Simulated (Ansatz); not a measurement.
Ansatz input

```yaml
crystal:
  lattice:
    - [5.0401751873, 0.0, 0.0]
    - [-2.5200875937, 4.3649197518, 0.0]
    - [0.0, 0.0, 3.1544911595]
  atoms:
    - { symbol: Zr, position: [0.0, 1.0, 0.0], spin: 1.0 }
    - { symbol: Zr, position: [0.3333333333, 0.6666666667, 0.5], spin: 1.0 }
    - { symbol: Zr, position: [0.6666666667, 0.3333333333, 0.5], spin: 1.0 }
hamiltonian:
  xc: mr2scan
  pseudopotentials:
    kind: paw
    azcp:
      Zr: "pseudopotentials/Zr.paw.azcp"
basis:
  ecutwfc: 500
  fft_grid_basis: typed
kpoints:
  mp_grid: { grid: [10, 10, 13], shift: [0, 0, 0] }
magnetization:
  spin_polarized: true
scf:
  occupations: { method: fermi_dirac, width: 0.05 }
```

Output

```
Engine: ansatz 0.2.0, aarch64-unknown-linux-gnu
Pseudopotentials: kind: paw
Pseudopotential: Zr, paw, valence charge 12, recommended cutoff 500 eV (meta_gga) 
Functional definition: m-r2SCAN
  exchange = m_r2scan_x
  correlation = m_r2scan_c
Crystal: 3 atoms, lattice volume = 69.399 Å³
Basis set: ecut = 500 eV, 1757 PW (Γ), exchange–correlation on 160×160×96 points (64 copies of the dense FFT grid, shifted against one another)
Bands: 24, of which v1, the nominal top of the filled ones, is band 18 counted from 1 (17 counted from 0)
Symmetry: 24 space group operations
Space group: P6/mmm (ITA 191), of the structure as read, at distance tolerance 4.1e-5 Å
Magnetic group: BNS 191.233 (UNI 1463), of the structure as read, at distance tolerance 4.1e-5 Å
k-points: 98 of 1300
Non-local potential: Zr, projectors of the file, l = 0: 3, l = 1: 2, l = 2: 2, l = 3: 2
PAW form: soft (Blöchl's): semilocal exchange-correlation on the pseudo side does not see the compensation charge
PAW frozen core: Zr, regenerated for the run's functional (the file was generated under x = pbe(κ = 0.804, μ = 0.2195149727645171), c = pbe(β = 0.06672455060314922))
PAW one-centre angular grid: Zr, 590 points (default); XC on 160 Gauss nodes
Initial density: superposition of atomic densities (chi_scale 0.1, normalization cell)
Starting moments: Σ|m| = 3 μB on 3 of 3 sites
Initial wavefunctions: pseudopotential atomic-orbital guess
Functional: x = mr2scan, c = mr2scan; τ floored in thin density (d = 2e-4 eV/Å³)
iter 1 solved again at ethr=2.76e-3 eV; its pass at ethr=3.10e-3 eV (dr2=9.94e-1 eV) is discarded
SCF iter   1: F=—  HF=-12584.586152 eV  |F-HF|=—  |Δ(HF+E_count)|=         —  Δρ=3.09e-2 (↑3.09e-2 ↓1.55e-2)  dr2=1.11e0  dr2_τ=2.58e-2  dr2_m=1.92e-1  M=1.351 μB ∫|m|=1.351 μB  β_m=0.55  ethr=2.76e-3  ⟨swp⟩=2.0  Hψ=24100  notcnv=0
Mixer restart at iter 1: flushing history
SCF iter   2: F=—  HF=-12584.695044 eV  |F-HF|=—  |Δ(HF+E_count)|=   1.09e-1  Δρ=2.01e-2 (↑2.01e-2 ↓1.10e-2)  dr2=5.85e-1  dr2_τ=2.93e-3  dr2_m=6.51e-2  M=1.107 μB ∫|m|=1.107 μB  β_m=1.00  ethr=2.76e-3  ⟨swp⟩=2.0  Hψ=6932  notcnv=0  κ⁻¹=1.0e0(r=1)
SCF iter   3: F=—  HF=-12584.968601 eV  |F-HF|=—  |Δ(HF+E_count)|=   2.74e-1  Δρ=5.95e-3 (↑4.89e-3 ↓5.95e-3)  dr2=8.01e-2  dr2_τ=1.72e-3  dr2_m=3.09e-3  M=0.482 μB ∫|m|=0.482 μB  β_m=0.95  ethr=1.63e-3  ⟨swp⟩=2.2  Hψ=8459  notcnv=0  defer=55  κ⁻¹=1.4e-1(r=2)
SCF iter   4: F=—  HF=-12585.127542 eV  |F-HF|=—  |Δ(HF+E_count)|=         —  Δρ=3.05e-3 (↑2.91e-3 ↓3.05e-3)  dr2=9.66e-3  dr2_τ=3.58e-4  dr2_m=2.42e-3  M=0.047 μB ∫|m|=0.062 μB  β_m=0.36  ethr=2.22e-4  ⟨swp⟩=2.5  Hψ=8907  notcnv=0  defer=62
Mixer restart at iter 4: flushing history
SCF iter   5: F=—  HF=-12585.120681 eV  |F-HF|=—  |Δ(HF+E_count)|=   6.86e-3  Δρ=2.05e-3 (↑1.96e-3 ↓2.05e-3)  dr2=4.11e-3  dr2_τ=1.16e-4  dr2_m=9.42e-4  M=0.052 μB ∫|m|=0.058 μB  β_m=0.53  ethr=2.68e-5  ⟨swp⟩=1.4  Hψ=5064  notcnv=0  defer=62  κ⁻¹=1.0e0(r=1)
SCF iter   6: F=—  HF=-12585.117643 eV  |F-HF|=—  |Δ(HF+E_count)|=   3.04e-3  Δρ=9.59e-4 (↑8.99e-4 ↓9.59e-4)  dr2=9.52e-4  dr2_τ=2.98e-5  dr2_m=1.93e-4  M=0.020 μB ∫|m|=0.027 μB  β_m=1.00  ethr=1.14e-5  ⟨swp⟩=2.7  Hψ=7744  notcnv=0  defer=66  κ⁻¹=4.7e-1(r=2)
SCF iter   7: F=—  HF=-12585.116927 eV  |F-HF|=—  |Δ(HF+E_count)|=   7.17e-4  Δρ=2.17e-4 (↑2.17e-4 ↓2.13e-4)  dr2=5.69e-5  dr2_τ=1.99e-6  dr2_m=5.39e-6  M=0.002 μB ∫|m|=0.008 μB  β_m=0.30  ethr=2.64e-6  ⟨swp⟩=2.5  Hψ=8129  notcnv=0  defer=66  κ⁻¹=1.6e-2(r=3)
SCF iter   8: F=—  HF=-12585.116918 eV  |F-HF|=—  |Δ(HF+E_count)|=   8.51e-6  Δρ=1.07e-4 (↑1.07e-4 ↓1.01e-4)  dr2=1.29e-5  dr2_τ=5.15e-7  dr2_m=1.10e-6  M=0.000 μB ∫|m|=0.005 μB  β_m=0.36  ethr=1.58e-7  ⟨swp⟩=2.5  Hψ=8192  notcnv=0  defer=66  κ⁻¹=4.3e-3(r=4)
SCF iter   9: F=—  HF=-12585.116922 eV  |F-HF|=—  |Δ(HF+E_count)|=   3.75e-6  Δρ=6.75e-5 (↑6.75e-5 ↓5.42e-5)  dr2=2.00e-6  dr2_τ=1.08e-7  dr2_m=1.16e-6  M=-0.001 μB ∫|m|=0.003 μB  β_m=0.80  ethr=3.57e-8  ⟨swp⟩=2.6  Hψ=8002  notcnv=0  defer=66  κ⁻¹=1.8e-4(r=5)
SCF iter  10: F=—  HF=-12585.116926 eV  |F-HF|=—  |Δ(HF+E_count)|=   4.28e-6  Δρ=1.78e-5 (↑1.78e-5 ↓1.55e-5)  dr2=1.71e-7  dr2_τ=5.39e-9  dr2_m=1.10e-7  M=-0.000 μB ∫|m|=0.001 μB  β_m=0.37  ethr=5.55e-9  ⟨swp⟩=2.0  Hψ=8101  notcnv=0  defer=66  κ⁻¹=3.3e-5(r=6)
SCF iter  11: F=—  HF=-12585.116926 eV  |F-HF|=—  |Δ(HF+E_count)|=   1.40e-7  Δρ=8.67e-6 (↑8.67e-6 ↓7.84e-6)  dr2=2.76e-8  dr2_τ=4.29e-10  dr2_m=3.52e-8  M=-0.000 μB ∫|m|=0.000 μB  β_m=0.45  ethr=4.76e-10  ⟨swp⟩=2.0  Hψ=7780  notcnv=0  defer=66  κ⁻¹=5.8e-6(r=7)
SCF iter  12: F=—  HF=-12585.116926 eV  |F-HF|=—  |Δ(HF+E_count)|=   9.53e-8  Δρ=2.56e-6 (↑2.56e-6 ↓2.47e-6)  dr2=1.71e-9  dr2_τ=9.06e-11  dr2_m=3.03e-9  M=0.000 μB ∫|m|=0.000 μB  β_m=0.30  ethr=7.65e-11  ⟨swp⟩=2.0  Hψ=8260  notcnv=0  defer=66  κ⁻¹=1.2e-6(r=8)
SCF iter  13: F=—  HF=-12585.116926 eV  |F-HF|=—  |Δ(HF+E_count)|=   3.70e-8  Δρ=1.35e-6 (↑1.35e-6 ↓1.17e-6)  dr2=4.72e-10  dr2_τ=5.76e-11  dr2_m=6.46e-10  M=0.000 μB ∫|m|=0.000 μB  β_m=0.30  ethr=4.76e-12  ⟨swp⟩=2.0  Hψ=8343  notcnv=0  defer=66  κ⁻¹=1.0e-7(r=8)
SCF iter  14: F=—  HF=-12585.116926 eV  |F-HF|=—  |Δ(HF+E_count)|=   6.61e-9  Δρ=6.00e-7 (↑5.08e-7 ↓6.00e-7)  dr2=6.01e-11  dr2_τ=3.01e-12  dr2_m=1.65e-10  M=-0.000 μB ∫|m|=0.000 μB  β_m=0.98  ethr=1.31e-12  ⟨swp⟩=2.0  Hψ=8317  notcnv=0  defer=66  κ⁻¹=5.3e-8(r=8)
SCF iter  15: F=-12585.116926 eV  HF=-12585.116926 eV  |F-HF|=5.28e-11  |Δ(HF+E_count)|=  3.38e-10  Δρ=2.28e-7 (↑1.63e-7 ↓2.28e-7)  dr2=1.89e-11  dr2_τ=1.19e-12  dr2_m=1.75e-11  M=-0.000 μB ∫|m|=0.000 μB  ethr=1.00e-12  ⟨swp⟩=1.6  Hψ=12864  notcnv=0
SCF 1 converged in 15 iterations: F = -12585.116926 eV  dr2 = 1.89e-11
WARN: the starting moments were not kept: the SCF closed with an absolute magnetisation of 1.9e-5 μB, where they sum to 3 μB in size (3 sites). That is at most 0.1 of that sum. Measured as dr2_m measures the in/out step, that magnetisation stands 2.1e-11 eV from none, at or under the dr2_threshold of 1.0e-7 eV: it is no larger than a step whose dr2_m would equal this threshold. The system may hold no moment; this SCF shows only that its start led to no more than that. To try another start: raise the starting moments (crystal.atoms[].spin, magnetization.per_species, magnetization.initial_magnetization, or on a non-collinear deck that types none of these the spinor_matrix: blocks that start its atoms; where the total moment is fixed, keep their sum and leave initial_magnetization as it is; typed ones take the place of any that the run laid by itself, positive ones on a crystal's lanthanoids without a Hubbard term where scf.initial_density.shell_occupations: [] is typed) or, if the notice of its spin-set hold's release reads "site moments contracting" or "site moments show no strong build", lengthen the hold (scf.mixing.spin_hold: { on: { confirm: 4 } }; for m-r²SCAN on two components see the key's manual first). Each may lead to a state that holds a moment. A second SCF, from the converged charge density, with the starting moments and any scf.initial_density.shell_occupations laid on it anew, would have followed, and was not run: the deck does not ask for one (magnetization.retry_lost_moments is false, the default). To let it run, set magnetization.retry_lost_moments: true and run the deck again, where that key's refused combinations let it; where memory then withholds it, that run's warning says so.
this state was not tested for a lower state beside it, because the mixer in use, unlike msr1, does not test its closes by its own steps (another_mixer; see scf.mixing.algorithm and scf.lower_state_search)
SCF converged after 15 iterations
Magnetization: -0.0000 μB (18.0000 up, 18.0000 down)
Absolute magnetization: 0.0000 μB (∫|ρ↑−ρ↓|, with the PAW one-centre terms)
Spin contamination: 0.0000 ħ² per cell (⟨S²⟩ above its minimum at these occupations)
Per-site moments (μB) at R_I (Å): [(-6.57027741937364e-6, 1.30122760329375), (2.821374585039725e-6, 1.200352931734796), (2.8213745850397235e-6, 1.200352931734796)]
Free energy (F): -12585.116926 eV
Harris-Foulkes:  -12585.116926 eV  (|F-HF|=5.28e-11)
Internal energy: -12585.095358 eV  (E = F + TS)
E sigma→0 (E₀):  -12585.106142 eV
Entropy (-TS):   -0.021568 eV (-7.189 meV/atom)
Fermi energy:    14.040000 eV
--- Per-component energies (eV) ---
  E_band       = -317.221286
  E_kinetic    = 995.723392
  E_local      = -1874.146471  (includes V_loc(G=0)·N_el)
  E_nonlocal   = 240.145434
  E_hartree    = 579.232567
  E_xc         = -465.742565
  E_vxc        = -631.313039  (∫ρ·V_xc dr)
  E_paw        = -8913.226902  (= ΣΔE_a)
  E_vpaw       = -243.339796  (= ΣTr[D̂ρ^β])
  E_aug_tail   = 0.000028  (compensation charges beyond the density's cutoff)
  E_vtau       = 37.244024  (kinetic-family band-sum trace: ∫τ·v_τ [+ j·A + Jᵃ·Aᵃ] dr)
  E_ewald      = -3146.586617
  E_core_change = -0.494225  (= ΣΔE_core)
  E_smearing   = -0.021568  (= −TS)
  E_closure    = 0.000000  (closes the sum)
  Σ components = -12585.116926   (vs F -12585.116926, Δ=0.00e0)
```
